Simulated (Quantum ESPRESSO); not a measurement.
Rh6AlRe, input and log of a self-consistent run

Computed values, not a measurement. The program is pw.x of Quantum ESPRESSO 7.5 (plane-wave density functional theory). The cell is made up: eight metal atoms on a face-centred cubic lattice, with elements, volume, strain and displacements drawn at random and not relaxed, so it may be unstable or far from any real phase. PseudoDojo standard norm-conserving files set the functional (PBE unless stated); there is no spin polarisation or spin-orbit coupling, the Fermi-Dirac width of 0.25 eV means electrons at about 2900 K, and the masses in the input are unused placeholders. Heavy elements are run without spin-orbit coupling, which real alloys of them have. A spin test at this wide smearing found no moment, but such smearing suppresses magnetism that the real alloy may have.

Input:

```
&control calculation='scf', pseudo_dir='./dojo.nc.sr.pbe.v0_5.standard.upf', outdir='./o', disk_io='minimal', tprnfor=.true., tstress=.true. /
&system ibrav=0, nat=8, ntyp=3, nbnd=77, ecutwfc=87.97787729, nosym=.true., tot_charge=0,
 occupations='smearing', smearing='fd', degauss=0.0183746611
/
&electrons conv_thr=1.470e-08, electron_maxstep=70, mixing_beta=0.5 /
ATOMIC_SPECIES
Al 1.0 Al.upf
Re 1.0 Re.upf
Rh 1.0 Rh.upf
CELL_PARAMETERS angstrom
0.0 1.9776 1.9776
-3.9551 1.9776 -1.9776
-3.9551 -5.9326 5.9326
ATOMIC_POSITIONS angstrom
Rh 0.0524 0.0301 -0.0108
Rh -3.9469 -3.9175 3.9431
Rh -3.8984 -2.0792 1.8933
Rh -3.974 -0.0847 0.0142
Rh -1.9792 -2.0345 3.8793
Rh -1.9456 -0.0886 2.0116
Al -2.015 1.9857 -0.0904
Re -5.9523 -1.9135 4.0137
K_POINTS automatic
8 5 3 1 1 1
```

The log is shortened where brackets say so; the opening notice, blank lines, dates and the lines on written files are dropped, and the path of the files is cut. It prints rydbergs, bohrs and kilobars, and counts compression as positive stress. Its total energy is the free energy E - TS of the whole cell.

```
     Program PWSCF v.7.5
     Parallel version (MPI & OpenMP), running on       4 processor cores
     Number of MPI processes:                 4
     Threads/MPI process:                     1
     [start-up lines left out]
     bravais-lattice index     =            0
     lattice parameter (alat)  =       5.2851  a.u.
     unit-cell volume          =     835.0452 (a.u.)^3
     number of atoms/cell      =            8
     number of atomic types    =            3
     number of electrons       =       120.00
     number of Kohn-Sham states=           77
     kinetic-energy cutoff     =      87.9779  Ry
     charge density cutoff     =     351.9115  Ry
     scf convergence threshold =      1.5E-08
     mixing beta               =       0.5000
     number of iterations used =            8  plain     mixing
     Exchange-correlation= PBE
                           (   1   4   3   4   0   0   0)
     [axes and pseudopotential details left out]
   Cartesian axes
     site n.     atom                  positions (alat units)
         1        Rh     tau(   1) = (   0.0187360   0.0107625  -0.0038616  )
         2        Rh     tau(   2) = (  -1.4112458  -1.4007336   1.4098871  )
         3        Rh     tau(   3) = (  -1.3939043  -0.7434347   0.6769646  )
         4        Rh     tau(   4) = (  -1.4209357  -0.0302852   0.0050773  )
         5        Rh     tau(   5) = (  -0.7076789  -0.7274518   1.3870749  )
         6        Rh     tau(   6) = (  -0.6956649  -0.0316796   0.7192638  )
         7        Al     tau(   7) = (  -0.7204795   0.7100030  -0.0323232  )
         8        Re     tau(   8) = (  -2.1282927  -0.6841873   1.4351307  )
     number of k points=    60  Fermi-Dirac smearing, width (Ry)=  0.0184
                       cart. coord. in units 2pi/alat
        k(    1) = (  -0.0824982   0.0324088   0.0559796), wk =   0.0333333
        k(    2) = (   0.0353589   0.1502629  -0.0618745), wk =   0.0333333
     [further k points left out]
     Dense  grid:    93073 G-vectors     FFT dimensions: (  32,  60, 108)
     Estimated max dynamical RAM per process >     372.21 MB
     Estimated total dynamical RAM >       1.39 GB
     Initial potential from superposition of free atoms
     starting charge     119.9935, renormalised to     120.0000
     Starting wfcs are   74 randomized atomic wfcs +    3 random wfcs
     total cpu time spent up to now is        6.5 secs
     per-process dynamical memory:   300.0 Mb
     Self-consistent Calculation
     iteration #  1     ecut=    87.98 Ry     beta= 0.50
     Davidson diagonalization with overlap
     ethr =  1.00E-02,  avg # of iterations =  3.1
     total cpu time spent up to now is       24.2 secs
     total energy              =   -1584.70256064 Ry
     estimated scf accuracy    <       2.09161518 Ry
     iteration #  2     ecut=    87.98 Ry     beta= 0.50
     Davidson diagonalization with overlap
     ethr =  1.74E-03,  avg # of iterations =  5.8
     total cpu time spent up to now is       45.2 secs
     total energy              =   -1582.71254562 Ry
     estimated scf accuracy    <      66.09515218 Ry
     iteration #  3     ecut=    87.98 Ry     beta= 0.50
     Davidson diagonalization with overlap
     ethr =  1.74E-03,  avg # of iterations =  4.8
     total cpu time spent up to now is       66.0 secs
     total energy              =   -1585.32519678 Ry
     estimated scf accuracy    <       4.58126321 Ry
     iteration #  4     ecut=    87.98 Ry     beta= 0.50
     Davidson diagonalization with overlap
     ethr =  1.74E-03,  avg # of iterations =  1.9
     total cpu time spent up to now is       81.9 secs
     total energy              =   -1585.51569838 Ry
     estimated scf accuracy    <       4.59811320 Ry
     iteration #  5     ecut=    87.98 Ry     beta= 0.50
     Davidson diagonalization with overlap
     ethr =  1.74E-03,  avg # of iterations =  1.1
     total cpu time spent up to now is       97.7 secs
     total energy              =   -1585.58811858 Ry
     estimated scf accuracy    <       5.01065663 Ry
     [iterations 6 to 13 left out]
     iteration # 14     ecut=    87.98 Ry     beta= 0.50
     Davidson diagonalization with overlap
     ethr =  1.19E-08,  avg # of iterations =  1.1
     total cpu time spent up to now is      237.6 secs
     total energy              =   -1585.82827174 Ry
     estimated scf accuracy    <       0.00000603 Ry
     iteration # 15     ecut=    87.98 Ry     beta= 0.50
     Davidson diagonalization with overlap
     ethr =  5.02E-09,  avg # of iterations =  1.0
     total cpu time spent up to now is      253.0 secs
     total energy              =   -1585.82827179 Ry
     estimated scf accuracy    <       0.00000556 Ry
     iteration # 16     ecut=    87.98 Ry     beta= 0.50
     Davidson diagonalization with overlap
     ethr =  4.63E-09,  avg # of iterations =  1.0
     total cpu time spent up to now is      268.2 secs
     total energy              =   -1585.82827207 Ry
     estimated scf accuracy    <       0.00000049 Ry
     iteration # 17     ecut=    87.98 Ry     beta= 0.50
     Davidson diagonalization with overlap
     ethr =  4.05E-10,  avg # of iterations =  1.0
     total cpu time spent up to now is      283.5 secs
     total energy              =   -1585.82827209 Ry
     estimated scf accuracy    <       0.00000003 Ry
     iteration # 18     ecut=    87.98 Ry     beta= 0.50
     Davidson diagonalization with overlap
     ethr =  2.55E-11,  avg # of iterations =  1.0
     total cpu time spent up to now is      298.7 secs
     End of self-consistent calculation
     [lines on levels left out]
!    total energy              =   -1585.82827209 Ry
     estimated scf accuracy    <          2.9E-09 Ry
     smearing contrib. (-TS)   =      -0.14500377 Ry
     internal energy E=F+TS    =   -1585.68326832 Ry
     The total energy is F=E-TS. E is the sum of the following terms:
     one-electron contribution =    -570.74368067 Ry
     hartree contribution      =     356.90444148 Ry
     xc contribution           =    -263.27383162 Ry
     ewald contribution        =   -1108.57019751 Ry
     convergence has been achieved in  18 iterations
     Forces acting on atoms (cartesian axes, Ry/au):
     atom    1 type  3   force =    -0.00053068   -0.00627730    0.00152222
     atom    2 type  3   force =    -0.00926064   -0.00829349    0.00314649
     atom    3 type  3   force =    -0.03219088   -0.00109342    0.01768567
     atom    4 type  3   force =     0.02186445    0.01542799   -0.01554535
     atom    5 type  3   force =     0.00909272   -0.01657010    0.02704412
     atom    6 type  3   force =     0.00579874    0.01861129   -0.02024298
     atom    7 type  1   force =     0.00388823   -0.01986995    0.02282337
     atom    8 type  2   force =     0.00133806    0.01806497   -0.03643353
     Total force =     0.083542     Total SCF correction =     0.000085
     Computing stress (Cartesian axis) and pressure
          total   stress  (Ry/bohr**3)                   (kbar)     P=     -151.88
  -0.00117658   0.00002471  -0.00001800         -173.08        3.64       -2.65
   0.00002471  -0.00094494   0.00001617            3.64     -139.01        2.38
  -0.00001800   0.00001617  -0.00097586           -2.65        2.38     -143.55
     init_run     :      5.97s CPU      6.22s WALL (       1 calls)
     electrons    :    286.42s CPU    292.24s WALL (       1 calls)
     forces       :      2.01s CPU      2.02s WALL (       1 calls)
     stress       :      6.84s CPU      6.85s WALL (       1 calls)
     [timing details left out]
     PWSCF        :   5m 1.54s CPU   5m 7.70s WALL
     JOB DONE.
```

In other units: free energy -21576.293 eV for the cell, pressure -15.19 GPa, largest force component 0.937 eV/Å in size. The run took 309 s of wall time with four MPI processes on a shared machine (Intel Xeon, 2023 or later, virtual cores), so the time is rough. A rerun of this cell at a higher cutoff and on a denser mesh moved values by no more than 0.010 eV in energy, 0.15 GPa in stress and 0.008 eV/Å in force, and a second program with other atomic files agreed on that cell to 2 % rms in force and 0.5 GPa in pressure.